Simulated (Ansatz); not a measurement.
Rb$_{3}$AsF$_{6}$:
```cif
data_As4F24Rb12
_chemical_formula_sum 'Rb12 As4 F24'
_space_group_name_H-M_alt 'Fm-3m'
_space_group_IT_number 225
_space_group_name_Hall '-F 4 2 3'
_cell_length_a 9.31633
_cell_length_b 9.31633
_cell_length_c 9.31633
_cell_angle_alpha 90.000
_cell_angle_beta 90.000
_cell_angle_gamma 90.000
loop_
_atom_site_label
_atom_site_type_symbol
_atom_site_symmetry_multiplicity
_atom_site_Wyckoff_symbol
_atom_site_fract_x
_atom_site_fract_y
_atom_site_fract_z
_atom_site_occupancy
Rb1 Rb 8 c 0.25000 0.25000 0.25000 1
Rb2 Rb 4 b 0.50000 0.50000 0.50000 1
As1 As 4 a 0.00000 0.00000 0.00000 1
F1 F 24 e 0.00000 0.00000 0.21975 1
```
(The calculation used a cell of 10 atoms; values per cell refer to that cell.)

Relaxed with r²SCAN. r²SCAN (plane waves, PAW; program Ansatz) gives a gap of 4.59 eV.

Q: What gap does HSE06 give on the same cell (Ansatz, PAW)?

A: 5.40 eV, 0.81 eV more. The hybrid was solved on a coarser mesh and at special points; its gap is the smallest among all of these.

| k | v1 r²SCAN | c1 r²SCAN | v1 HSE06 | c1 HSE06 |
|---|---|---|---|---|
| Γ | -0.46 | 4.59 | -0.47 | 5.40 |
| X | -0.32 | 5.25 | [?] | [?] |
| L | 0.00 | 4.80 | [?] | [?] |
| W | -0.20 | 5.41 | [?] | [?] |
| K | -0.20 | 5.38 | [?] | [?] |

Q: Top valence (v1) and lowest conduction level (c1) in eV from each method's valence maximum (which need not be a listed point): supply the withheld HSE06 values.

A: 
- X, v1 HSE06: -0.34
- X, c1 HSE06: 6.17
- W, v1 HSE06: -0.21
- W, c1 HSE06: 6.40
- K, v1 HSE06: -0.21
- K, c1 HSE06: 6.33
- L, v1 HSE06: 0.00
- L, c1 HSE06: 5.71

Cost on shared cores: the r²SCAN run (SCF on a 5×5×5 mesh, then bands and DOS) about 4 core-minutes (a rough figure), the HSE06 run (SCF on 3×3×3, then a few points) very roughly 7 core-minutes; the tasks are unlike.

The first step of the workflow began from a Materials Project structure, measured or hypothetical; the Crystallography Open Database copy checked does not list it. Its standing as an ambient phase is unchecked. The cell was relaxed with r²SCAN under the symmetry of its start; whether a distortion lowers the energy is not shown. Spin–orbit coupling is left out wherever it is not named.

Potentials: the later of the program's two PAW sets.
